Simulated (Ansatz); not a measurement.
TaAl3 under pressure

Theory: Ansatz 0.2.0, DFT LDA, scalar-relativistic, plane waves, PAW. Cutoff 420 eV, 16×16×16 k-points (Γ-centred), Fermi-Dirac smearing of 0.15 eV. No spin polarisation. Phonons by linear response, acoustic sum rule imposed.

Relaxed structure:
```cif
data_structure
_symmetry_space_group_name_H-M 'I4/mmm'
_symmetry_Int_Tables_number 139
_cell_length_a 3.7968
_cell_length_b 3.7968
_cell_length_c 8.4442
_cell_angle_alpha 90.000
_cell_angle_beta 90.000
_cell_angle_gamma 90.000
_cell_volume 121.73
loop_
_atom_site_label
_atom_site_type_symbol
_atom_site_symmetry_multiplicity
_atom_site_Wyckoff_symbol
_atom_site_fract_x
_atom_site_fract_y
_atom_site_fract_z
_atom_site_occupancy
Ta1 Ta 2 b 0.50000 0.50000 0.00000 1
Al1 Al 2 a 0.00000 0.00000 0.00000 1
Al2 Al 4 d 0.00000 0.50000 0.25000 1
```

In a metal, frequencies and elastic constants depend on the k mesh and the smearing, soft modes and shear constants most. Spin–orbit coupling is left out, which matters for heavy elements.

The cell is relaxed again at 5 GPa. How do volume, gap and optical modes at Γ (cm⁻¹, counted from the lowest optical one; a degenerate one stands once) change?

Answers

```tsv
	0 GPa	5 GPa
V/V0	1.000	0.968
gap (eV)	0.00	0.00
mode 1	164	172
mode 2	210	222
mode 4	289	304
mode 5	316	337
mode 6	338	356
mode 8	363	382
```